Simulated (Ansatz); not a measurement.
**Hf, one cell by several methods**

```
Hf
1.0
     0.00000    2.22000    2.28660
     2.22000    0.00000    2.28660
     2.22000    2.22000    0.00000
Hf
1
Direct
  0.00000 0.00000 0.00000
```

The cell comes from COD entry 1534929, which wasn't checked; take it as a given geometry. The listed cell was then made from it by scaling, straining or moving an atom.

No spin–orbit coupling, which matters for the heavy atoms here.

Methods: DFT, LDA, PAW with Ansatz's default frozen-core files, scalar-relativistic (Ansatz 0.2.0); DFT, LDA, all-electron LAPW, scalar-relativistic (Ansatz 0.2.0).

For PAW: a Γ-centred 13×13×13 k mesh, Fermi–Dirac smearing of 0.03 eV, cutoff 420 eV, no spin polarisation; the PAW files were made with PBE, and the program remakes their frozen cores for this functional. LAPW targets a basis error of 1 meV/atom. The Ansatz runs share mesh, smearing and spin set-up. Plane-wave (PAW) pressures include the program's estimate of the Pulay term.

Stress and pressure are positive in compression.

PAW results:

| quantity | PAW |
| --- | --- |
| pressure (GPa) | -8.32 |
| stress xx (GPa) | -7.74 |
| stress zz (GPa) | -9.46 |

**Question.** What does all-electron LAPW give for the same quantities?

**Answer.** 
```tsv
quantity	LAPW
pressure (GPa)	-8.29
stress xx (GPa)	-7.72
stress zz (GPa)	-9.44
```
